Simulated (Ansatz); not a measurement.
**BP with Ge replacing P: gradients before and after relaxing the atoms**

Start: a supercell of BP (zinc blende type, F-43m) built from a COD entry, with all atoms left at the host's positions.

Space group F-43m (No. 216); a = 13.6140 Å.

| site | Wyckoff | site symmetry | x | y | z |
| --- | --- | --- | --- | --- | --- |
| B1 | 16e | .3m | 0.4167 | 0.0833 | 0.4167 |
| B3 | 24g | 2.mm | 0.7500 | 0.0833 | 0.7500 |
| B5 | 48h | ..m | 0.7500 | 0.9167 | 0.5833 |
| B14 | 4d | -43m | 0.7500 | 0.7500 | 0.7500 |
| B18 | 16e | .3m | 0.0833 | 0.5833 | 0.9167 |
| Ge | 4a | -43m | 0.5000 | 0.0000 | 0.5000 |
| P29 | 48h | ..m | 0.6667 | 0.0000 | 0.6667 |
| P32 | 16e | .3m | 0.8333 | 0.8333 | 0.6667 |
| P36 | 16e | .3m | 0.1667 | 0.6667 | 0.8333 |
| P42 | 24f | 2.mm | 0.0000 | 0.6667 | 0.0000 |

One atom of each set is listed; the run and its k-mesh use a cell of 54 atoms with edges of 9.63, 9.63, 9.63 Å.

Method: Kohn–Sham DFT in Ansatz, PBE, plane waves and PAW, scalar-relativistic, 420 eV cutoff, Γ-centred 3×3×3 k-points, Fermi–Dirac smearing 0.01 eV, cell charge -1.

The largest force at the start is 1.7 eV/Å. Relaxing the ions at fixed cell moves them by 0.075 Å at most (atom 4, B) and 0.022 Å rms.

| site | moved (Å) | first shell before | first shell after | V_zz before (10²¹ V/m²) | η before |
| --- | --- | --- | --- | --- | --- |
| B1 | 0.075 | 1 Ge at 1.97 Å, 3 P at 1.97 Å | 3 P at 1.93 Å, 1 Ge at 2.04 Å | -0.99 | 0.00 |
| B3 | 0.011 | 4 P at 1.97 Å | 4 P at 1.95–1.97 Å | 0.12 | 0.99 |
| B5 | 0.006 | 4 P at 1.97 Å | 4 P at 1.97 Å | 0.063 | 0.74 |
| Ge | 0.000 | 4 B at 1.97 Å | 4 B at 2.04 Å | 0.00 | – |
| P29 | 0.016 | 4 B at 1.97 Å | 4 B at 1.93–1.97 Å | -1.07 | 0.24 |
| P32 | 0.002 | 4 B at 1.97 Å | 4 B at 1.97 Å | 0.23 | 0.00 |
| P36 | 0.002 | 4 B at 1.97 Å | 4 B at 1.97 Å | 0.28 | 0.00 |
| P42 | 0.003 | 4 B at 1.97 Å | 4 B at 1.97 Å | 0.15 | 0.81 |

Question: How do the gradients change?

Answer: 

| site | V_zz after | η after | change of V_zz |
| --- | --- | --- | --- |
| B1 | -0.74 | 0.00 | +0.25 |
| B3 | -0.22 | 0.92 | – |
| B5 | 0.057 | 0.76 | -0.01 |
| Ge | 0.00 | – | 0.00 |
| P29 | -1.31 | 0.47 | -0.24 |
| P32 | 0.13 | 0.00 | -0.10 |
| P36 | 0.18 | 0.00 | -0.10 |
| P42 | 0.17 | 0.91 | +0.02 |

The largest change of V_zz along a kept axis is on B1, from -0.99 to -0.74. In per cent, |V_zz| changes by -25 on B, +23 on P (all sites that start above 0.5). Where |V_zz| stays above 0.1 and the axes keep their order, η moves most on P29, from 0.24 to 0.47. On B3 the largest principal value lies along another axis in the second run, so the two V_zz can't be compared directly. Other sites with |V_zz| of 0.02 or less aren't listed.

The defect repeats with the cell of 54 atoms, so it feels its images: sites between two images don't show the values beside a lone defect, and zeros or small values of η there can come from the images' arrangement. A uniform background compensates the cell's charge.
Before: The neighbours have not yet relaxed around the defect (largest force 1.7 eV/Å), so a real crystal will differ.
After: The relaxation keeps the site symmetry -43m of the start, so the impurity can't leave its site; a start off the site could end lower.
